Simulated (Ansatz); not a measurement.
**ScPd$_{3}$ squeezed and stretched**

A database entry relaxed whole under r2SCAN (Pm-3m):

```
Sc Pd
1.0
     3.97626    0.00000    0.00000
     0.00000    3.97626    0.00000
     0.00000    0.00000    3.97626
Sc Pd
1 3
Direct
  0.00000 0.00000 0.00000
  0.00000 0.50000 0.50000
  0.50000 0.00000 0.50000
  0.50000 0.50000 0.00000
```

The cell was scaled uniformly, its shape held, and the atoms relaxed at each volume with plane-wave PAW DFT (Ansatz 0.2.0; r2SCAN, 500 eV, 9×9×9 Γ-centred mesh, fermi-dirac occupations of width 0.100 eV; no spin, no spin-orbit coupling). One row is withheld.

| volume (Å³/atom) | energy over the lowest (meV/atom) | pressure (GPa) |
| --- | --- | --- |
| 14.774 | 32.0 | 11.52 |
| 15.088 | ? | ? |
| 15.403 | 3.3 | 3.43 |
| 15.717 | 0.0 | 0.05 |
| 16.031 | 2.9 | -2.95 |
| 16.346 | 11.4 | -5.62 |
| 16.660 | 24.8 | -7.98 |

**Question.** Fit the pressures of the other rows to the third-order Birch-Murnaghan form.

**Answer.** With f = [(V₀/V)^(2/3) − 1]/2 and P = 3B₀f(1 + 2f)^(5/2)[1 + 3(B₀′ − 4)f/2], least squares gives V₀ = 15.72 Å³ an atom, B₀ = 159 GPa and B₀′ = 4.9; the rows miss the fit by less than 0.01 GPa. The slope of the energies differs from these pressures by less than 0.05 GPa.

**Question.** What does the withheld row hold?

**Answer.** The fit gives 7.23 GPa at 15.088 Å³; the run gave 7.23 GPa and 13.7 meV an atom.

Caveats: the shape of the cell was held; 0 K, fixed nuclei; the symmetry was kept, and this need not be the phase that is stable at 0 K; one mesh for all volumes; pressure is positive in compression.
